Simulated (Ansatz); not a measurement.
A relaxed cell of Ga5As3P2 is given with its symmetry left out. The cell was found from a structure generator's guess, not taken from experiment.

Method: DFT PBE, scalar-relativistic, plane waves, PAW (Ansatz). Cutoff 420 eV, Γ-centred mesh, Gaussian smearing, no spin polarisation.

```
Ga P As
1.0
    -1.99596    1.99596   14.13423
     1.99596   -1.99596   14.13423
     1.99596    1.99596  -14.13423
Ga P As
5 2 3
Direct
  0.69845 0.69845 0.00000
  0.30155 0.30155 0.00000
  0.90452 0.90452 0.00000
  0.50000 0.50000 0.00000
  0.09548 0.09548 0.00000
  0.95225 0.45225 0.50000
  0.54775 0.04775 0.50000
  0.35300 0.85300 0.50000
  0.14700 0.64700 0.50000
  0.75000 0.25000 0.50000
```

The zero of energy is the elements' standard structures at the same level; no fitted shifts are applied. The references include black phosphorus.

(1) What space group does it have?

(2) What is its formation energy per atom?

(3) Is it a metal?

Results:

(1) I-4m2 (No. 119), with P and As ordered on zinc blende sites. Conventional cell: a = 3.992 Å, c = 28.268 Å. Around Ga on a site of symmetry 2mm lie 4 As at 2.47 Å; Ga on a second site of symmetry 2mm has 2 P at 2.41 Å and 2 As at 2.47 Å; P is surrounded by 4 Ga at 2.41 Å; As on a site of symmetry 2mm has 4 Ga at 2.47 Å; 2 more sites not described.

(2) −0.377 eV/atom. It lies below the elements, which doesn't yet make it stable against other compounds or structures.

(3) No, the gap on the 10×10×10 mesh is 0.66 eV.

The last run used a 10×10×10 mesh for its 10-atom cell and Gaussian smearing of 0.02 eV. Kohn–Sham gaps at this level usually fall short of measured ones. The reference forms of As and P are held partly by dispersion forces, which this level lacks. Symmetry constrained the relaxation, so the result can be a saddle point.
